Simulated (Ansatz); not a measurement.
Ru:
```
Ru
1.0
    2.72076     0.00000     0.00000
   -1.36038     2.35625     0.00000
    0.00000     0.00000     4.29516
Ru
2
Direct
  0.33333   0.66667   0.75000
  0.66667   0.33333   0.25000
```

Relaxed with PBE. Special points in fractions of this cell's reciprocal vectors: Γ (0.000, 0.000, 0.000); M (0.500, 0.000, 0.000); K (0.333, 0.333, 0.000); A (0.000, 0.000, 0.500); L (0.500, 0.000, 0.500); H (0.333, 0.333, 0.500).

Task: List the band energies nearest the Fermi level at these points for plane-wave PAW PBE (Ansatz code).

Result: In eV from the Fermi level; about four levels below and three above (degenerate sets whole), none deeper than 8.9 eV; … stands for higher levels left out; points with the same levels are listed once.

| k | below | above |
|---|---|---|
| Γ | -1.90 -1.90 -1.40 -1.40 | 1.14 1.14 … |
| M | -2.99 -2.04 -1.80 -1.50 | 1.35 1.77 1.86 |
| K | -3.73 -2.80 -2.80 -1.07 | 0.97 0.97 1.41 |
| A | -2.74 -2.74 -2.74 -2.74 -2.67 -2.67 | … |
| L | -4.45 -4.45 -1.06 -1.06 | 0.42 0.42 1.61 1.61 |
| H | -2.69 -2.69 -1.18 -1.18 | 1.18 1.18 … |

Space group P6_3/mmc (hcp (Mg type)). Symmetry was held in the PBE relaxation. The run is not spin-polarised. Scalar-relativistic: spin–orbit coupling is off unless named, which matters more the heavier the elements.

Potentials: the earlier of the program's two PAW sets.
